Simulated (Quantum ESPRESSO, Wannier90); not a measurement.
**KF (rock salt): Wannier90 run**

Cell from Materials Project (mp-463), symmetrised, no further relaxation. COD (Crystallography Open Database) has an entry of this formula and space group (matched by these alone). Level: LDA, no spin polarisation, no spin-orbit coupling; pw.x of Quantum ESPRESSO at 68 Ry with PseudoDojo potentials, 10×10×10 k-points, Wannier90. Density: 10×10×10 mesh, cold smearing 0.01 Ry.

```
begin unit_cell_cart
ang
    0.0000000000    2.6544150000    2.6544150000
    2.6544150000    0.0000000000    2.6544150000
    2.6544150000    2.6544150000    0.0000000000
end unit_cell_cart
mp_grid = 10 10 10
```

Neighbour vectors b of the finite-difference formula (Å⁻¹), by shell:

```csv
shell,b_x,b_y,b_z
1,0.11835,0.11835,-0.11835
1,0.11835,-0.11835,0.11835
1,-0.11835,0.11835,0.11835
1,0.11835,0.11835,0.11835
1,-0.11835,-0.11835,0.11835
1,-0.11835,0.11835,-0.11835
1,0.11835,-0.11835,-0.11835
1,-0.11835,-0.11835,-0.11835
```

### Question
Find the weights w_b from the completeness condition Σ_b w_b b_α b_β = δ_αβ.

### Answer
Shell 1: Σ b_x² = 0.112, Σ b_y² = 0.112, Σ b_z² = 0.112 Å⁻²
Each of the three diagonal sums, weighted, has to give 1 and the off-diagonal ones 0, which holds for w_1 = 8.92 Å². Check on xx: 8.92×0.112 = 1.00.

On this mesh the 4 functions of bands 2,6-8 (valence bands; start: SCDM (isolated), conv_tol = 1.0e-6) end with spreads 0.6313, 0.6243, 0.6274, 0.6349 Å², Ω_I = 2.2056 Å² and Ω_D = 0.0000 Å².

Ω_total is the sum of the spreads, 2.518 Å². Ω_OD = Ω_total − Ω_I − Ω_D = 0.312 Å². Only (Ω_D + Ω_OD)/Ω_total = 12.4 % depends on the gauge, and another start could lower the total by that share at most. The rms radius is √(Ω_total/4) = 0.79 Å.
